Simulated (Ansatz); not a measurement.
Data:

Hf$_{2}$InC:
```cif
data_C2Hf4In2
_chemical_formula_sum 'Hf4 In2 C2'
_space_group_name_H-M_alt 'P63/mmc'
_space_group_IT_number 194
_space_group_name_Hall '-P 6c 2c'
_cell_length_a 3.31358
_cell_length_b 3.31358
_cell_length_c 14.80084
_cell_angle_alpha 90.000
_cell_angle_beta 90.000
_cell_angle_gamma 120.000
loop_
_atom_site_label
_atom_site_type_symbol
_atom_site_symmetry_multiplicity
_atom_site_Wyckoff_symbol
_atom_site_fract_x
_atom_site_fract_y
_atom_site_fract_z
_atom_site_occupancy
Hf1 Hf 4 f 0.33333 0.66667 0.08223 1
In1 In 2 d 0.66667 0.33333 0.25000 1
C1 C 2 a 0.00000 0.00000 0.00000 1
```

This is the r²SCAN-relaxed structure.

Problem. All from r²SCAN in the plane-wave PAW code Ansatz, unless another level is named. Estimate the electronic character.

Solution. metallic (no gap).

Problem. And the density of states at the Fermi level?

Solution. 0.22 states/eV per atom (mean over ±0.08 eV).

Problem. Predict the formation energy from the elements (no fitted shifts).

Solution. -0.82 eV/atom.

Problem. What about the gap with spin–orbit coupling?

Solution. none (metallic).

Space group P6_3/mmc. The first step of the workflow began from a Materials Project structure, measured or hypothetical; the Crystallography Open Database copy checked does not list it. Whether it is the stable phase at ambient conditions was not checked. The cell was relaxed with r²SCAN under the symmetry of its start; whether a distortion lowers the energy is not shown. The run is not spin-polarised. The references are the lowest solids computed at this level, not always the standard phases. Scalar-relativistic: spin–orbit coupling is off unless named, which matters more the heavier the elements.

Potentials: the later of the program's two PAW sets.
